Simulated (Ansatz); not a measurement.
Energy landscape of AlIr

14 relaxations of AlIr ended in 8 distinct structures. Level of theory: PBEsol (plane waves to 420 eV, PAW, scalar-relativistic; Ansatz, a first-principles code).

| # | space group | Pearson | type | E − E(lowest) (eV/atom) | V (Å³/atom) | coordination | runs ending here |
|---|---|---|---|---|---|---|---|
| 1 | Pm-3m | cP2 | CsCl type | 0.00 | 13.35 | Ir 8 (cubic)+6, Al 8 (cubic)+6 | 6 |
| 2 | P6₃/mmc | hP4 | NiAs type | 0.31 | 13.93 | Al 6+6, Ir 6+6 | 1 |
| 3 | Cmcm | oS8 | – | 0.32 | 13.89 | – | 1 |
| 4 | P6₃/mmc | hP8 | – | 0.44 | 15.08 | – | 2 |
| 5 | Cmmm | oS4 | – | 0.48 | 14.19 | – | 1 |
| 6 | Immm | oI4 | – | 0.75 | 15.09 | – | 1 |
| 7 | Fm-3m | cF8 | rock salt type | 0.97 | 15.62 | Al 6 (octahedral), Ir 6 (octahedral)+12 | 1 |
| 8 | P6₃/mmc | hP4 | – | 1.41 | 16.68 | – | 1 |

Coordination numbers (neighbours up to the widest gap in distance over summed covalent radii, below 1.35; n+m marks a second, longer set). All are gapless at this level. Pm-3m, cP2, CsCl type is the lowest of the structures calculated here.

```cif
data_AlIr
_chemical_formula_sum 'Ir1 Al1'
_space_group_name_H-M_alt 'Pm-3m'
_space_group_IT_number 221
_space_group_name_Hall '-P 4 2 3'
_cell_length_a 2.98907
_cell_length_b 2.98907
_cell_length_c 2.98907
_cell_angle_alpha 90.000
_cell_angle_beta 90.000
_cell_angle_gamma 90.000
loop_
_atom_site_label
_atom_site_type_symbol
_atom_site_symmetry_multiplicity
_atom_site_Wyckoff_symbol
_atom_site_fract_x
_atom_site_fract_y
_atom_site_fract_z
_atom_site_occupancy
Ir1 Ir 1 b 0.50000 0.50000 0.50000 1
Al1 Al 1 a 0.00000 0.00000 0.00000 1
```

Probably no minimum, since a slightly shaken restart fell lower: Cmcm, oS8 (by 0.32 eV/atom, to Pm-3m); Immm, oI4 (by 0.75 eV/atom, to Pm-3m); Fm-3m, cF8, rock salt type (by 0.97 eV/atom, to Pm-3m). 1 run with a doubtful electronic state, a coarser numerical grid, an end not at rest or a source that can't be used is left out. Each run could gain symmetry but not lose that of its start, so entries can be saddle points. All of these are generated cells (placed on structure types, drawn at random, substituted or restacked) that were not matched to a known phase here. The real structure of this composition may not be among these, and whether this composition forms is not checked here. Energies are at zero temperature and pressure, without zero-point motion. No spin polarisation in the result. Without spin-orbit coupling the bands of the heavy element are not split, so the gap can be far off.
